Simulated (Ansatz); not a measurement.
Relaxed-ion elastic tensor of Cu (dhcp (α-La type), P6_3/mmc) in GPa (Voigt order), LDA in the plane-wave PAW code Ansatz; density 9.69 g/cm³, 10.89 Å³ per atom.

```csv
,1,2,3,4,5,6
1,279,168,120,0.0,0.0,0.0
2,168,279,120,0.0,0.0,0.0
3,120,120,318,0.0,0.0,0.0
4,0.0,0.0,0.0,49.8,0.0,0.0
5,0.0,0.0,0.0,0.0,49.8,0.0
6,0.0,0.0,0.0,0.0,0.0,55.5
```

Q: Is the crystal mechanically stable?

A: Yes: the smallest eigenvalue of C is 49.8 GPa.

Q: Work out the Voigt, Reuss and Hill averages.

A: K_V = 188, K_R = 188, K_H = 188; G_V = 62.2, G_R = 58.0, G_H = 60.1 GPa.

Q: Give Young's modulus, Poisson's ratio, Pugh's ratio and the universal anisotropy index.

A: E = 9KG/(3K + G) = 163 GPa; ν = 0.36; K/G = 3.12 (ductile by the Pugh limit of 1.75); A_U = 5G_V/G_R + K_V/K_R − 6 = 0.36.

Q: Estimate the sound speeds and the Debye temperature.

A: v_l = √((K + 4G/3)/ρ) = 5260 m/s, v_t = √(G/ρ) = 2490 m/s, mean 2800 m/s; Θ = (h/k)(3n/4πV)^(1/3) v_m = 376 K.

Q: Solve the Christoffel equation for the three sound speeds along x, y, z.

A: Eigenvalues of C_ijkl n_j n_l equal ρv². In km/s, slowest first: x 2.27, 2.39, 5.36; y 2.27, 2.39, 5.36; z 2.27, 2.27, 5.72.

Q: How much does each axis shrink under pressure?

A: Linear compressibilities β_i = Σ_j S_ij (j = 1 to 3): x 1.7, y 1.7, z 1.8 per TPa.

The workflow started from a Materials Project entry (that database holds measured and hypothetical structures alike); the Crystallography Open Database copy checked does not list it. It is not the phase usual at ambient conditions (space group No. 225). Symmetry was held in the LDA relaxation; whether a distortion lowers the energy is not shown. No spin polarisation was allowed. As this level gives no gap, shear constants depend on the k-mesh and smearing (Fermi–Dirac, 0.1 eV here). On the denser mesh and wider smearing of the elastic run this cell carries a stress of 0.4 GPa.

Potentials: the earlier of the program's two PAW sets. The files were generated under PBE; for other functionals the program regenerates the frozen cores, and for LDA and PBEsol the local potential too.
